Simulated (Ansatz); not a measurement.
CdSiN2:
```
CELL_PARAMETERS angstrom
      1.44888     0.83651     5.96599
     -1.44888     0.83651     5.96599
      0.00000    -1.67302     5.96599
ATOMIC_POSITIONS crystal
  Cd 0.50000 0.50000 0.50000
  Si 0.00000 0.00000 0.00000
  N  0.61457 0.61457 0.61457
  N  0.38543 0.38543 0.38543
```

Relaxed with r²SCAN+D4.

### Question
Map the valence electron density (e/Å³), cut off at 2 on the plane through (0.500, 0.500, 0.500) spanned by u = [1, 0, 0] and v = [-1, 1, 1] in lattice vectors, from plane-wave PAW r²SCAN+D4 (Ansatz code).

### Answer
x is the fraction of u, y of v (the angle between them is 45°; rows are the nearest grid lines); atoms in the plane: Cd at (0.00, 0.00), Si at (0.00, 0.50), N at (0.23, 0.11), N at (0.77, 0.89).
```
|@@@@@--=+%@%+-:..:-+%@%+=--@@@@@|
|@@@@@+:::-=+=-:...-+@@@@%=-=@@@@|
|@@@@@@+........   .:*@@@@@@+-=@@|
|@@@@@@*:.          .-#@@@@@#=--@|
|..-+**=:.            :=%@@@@#=:.|
|....:::..             :=%@@@%=:.|
|.                      .:-+**=:.|
|..                      .:-==-:.|
|..                      ....:::.|
|..                      ........|
|  .                      ...    |
|   .                      ..    |
|    ..                      .   |
|    ...                      .  |
|........                      ..|
|.:::....                      ..|
|.:-==-:.                      ..|
|.:=**+-:.                      .|
|.:=%@@@%=:             ..:::....|
|.:=#@@@@%=:            .:=**+-..|
|@--=#@@@@@#-.          .:*@@@@@@|
|@@=-+@@@@@@*:.   ........+@@@@@@|
|@@@@=-=%@@@@+-...:-=+=-:::+@@@@@|
|@@@@@--=+%@%+-:..:-+%@%+=--@@@@@|
```
Scale: ten equal steps from 0.051 (start of ' ') to 2.00 (end of '@'), in the order ' .:-=+*#%@'; x runs from 0.000 to 1.00, y from 0.000 (bottom) to 1.00 (top).

The density is the valence pseudo-density with augmentation charge, so density and ELF within about 1 Å of a nucleus are not all-electron values.

Space group R-3m. The start of the workflow was typed in or built on a structure type; neither database checked (COD, Materials Project) lists it. Its standing as an ambient phase is unchecked. Symmetry was held in the r²SCAN+D4 relaxation; whether a distortion lowers the energy is not shown. The volume moved by -44 % from the start of the relaxation.

Potentials: the earlier of the program's two PAW sets.
